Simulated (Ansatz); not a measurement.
The cell of CaScAuC₆N₆ is invented: cyanide-bridged rock-salt net of two metals, 1 guest cations a cell (F-43m, No. 216). Lengths were set from tabulated atomic sizes, so they are only a guess.

```cif
data_structure
_symmetry_space_group_name_H-M 'P 1'
_symmetry_Int_Tables_number 1
_cell_length_a 7.3532
_cell_length_b 7.3532
_cell_length_c 7.3532
_cell_angle_alpha 60.000
_cell_angle_beta 60.000
_cell_angle_gamma 60.000
_cell_volume 281.13
loop_
_atom_site_label
_atom_site_type_symbol
_atom_site_fract_x
_atom_site_fract_y
_atom_site_fract_z
_atom_site_occupancy
Ca1 Ca 0.75000 0.75000 0.75000 1
Sc1 Sc 0.00000 0.00000 0.00000 1
C1 C 0.80556 0.19444 0.19444 1
C2 C 0.19444 0.19444 0.80556 1
C3 C 0.80556 0.19444 0.80556 1
C4 C 0.19444 0.80556 0.80556 1
C5 C 0.80556 0.80556 0.19444 1
C6 C 0.19444 0.80556 0.19444 1
Au1 Au 0.50000 0.50000 0.50000 1
N1 N 0.69305 0.30695 0.30695 1
N2 N 0.30695 0.30695 0.69305 1
N3 N 0.69305 0.30695 0.69305 1
N4 N 0.30695 0.69305 0.69305 1
N5 N 0.69305 0.69305 0.30695 1
N6 N 0.30695 0.69305 0.30695 1
```

Theory: DFT PBE, scalar-relativistic, plane waves, PAW (Ansatz). Cutoff 420 eV, Gaussian smearing, Γ-centred meshes. Cell and atoms relax first on a coarse mesh and then on a finer one. In between, the cell is made exact in the group found at 0.06 Å. In metals the finer mesh still leaves noise of several meV/atom or more. The steps can't lower the symmetry of their start. Collinear spin is switched on along the way, since trial moments persisted in a coarse test.

A guess keeps its type if space group and coordination stay and the shape of the cell changes little (axis ratios within about 15 %, angles within 6°); the volume may change.

Question: Will the relaxed cell still be of the starting type?

Answer: It keeps its type. The symmetry stays F-43m (No. 216). The volume per atom grows by 43.2 %, from 18.7 to 26.8 Å³. The shortest distance stays 1.17 Å (C–N). Counting neighbours within 15 % of an atom's shortest distance, the start has Au 6, C 1, Ca 24, N 1, Sc 6 and the end Au 6, C 1, Ca 24, N 1, Sc 6.

The last run used collinear spin, a 6×6×6 mesh for its 15-atom cell and Gaussian smearing of 0.10 eV. These runs have no spin–orbit coupling, which can matter for Au. The magnetic state reached may not be the lowest. Symmetry constrained the relaxation, so the result can be a saddle point.
